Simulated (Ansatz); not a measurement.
# ReB2: pressure against volume

A database entry relaxed whole under r2SCAN (P6_3/mmc):

```
Re B
1.0
     2.90338    0.00000    0.00000
    -1.45169    2.51440    0.00000
     0.00000    0.00000    7.45927
Re B
2 4
Direct
  0.33333 0.66667 0.25000
  0.66667 0.33333 0.75000
  0.33333 0.66667 0.54803
  0.66667 0.33333 0.04803
  0.33333 0.66667 0.95197
  0.66667 0.33333 0.45197
```

The cell was scaled uniformly, its shape held, and the atoms relaxed at each volume with plane-wave PAW DFT (Ansatz 0.2.0; r2SCAN, 500 eV, 13×13×5 Γ-centred mesh, fermi-dirac occupations of width 0.100 eV; no spin, no spin-orbit coupling). One row is withheld.

```csv
volume (Å³/atom),energy over the lowest (meV/atom),pressure (GPa)
8.531,40.5,25.19
8.713,17.3,15.93
8.894,?,?
9.076,0.0,0.01
9.257,4.0,-6.81
9.439,15.3,-12.98
9.620,33.3,-18.55
```

Task: Fit the pressures of the other rows to the third-order Birch-Murnaghan form.

Result: With f = [(V₀/V)^(2/3) − 1]/2 and P = 3B₀f(1 + 2f)^(5/2)[1 + 3(B₀′ − 4)f/2], least squares gives V₀ = 9.08 Å³ an atom, B₀ = 359 GPa and B₀′ = 4.1; the rows miss the fit by less than 0.01 GPa. The slope of the energies differs from these pressures by 0.06 GPa, since they are taken to zero smearing while pressures follow the free energy.

Task: What does the withheld row hold?

Result: The fit gives 7.56 GPa at 8.894 Å³; the run gave 7.57 GPa and 4.2 meV an atom.

Caveats: the shape of the cell was held, so B₀ is an upper bound where the axes differ in stiffness; 0 K, fixed nuclei; the symmetry was kept, and this need not be the phase that is stable at 0 K; one mesh for all volumes; pressure is positive in compression.
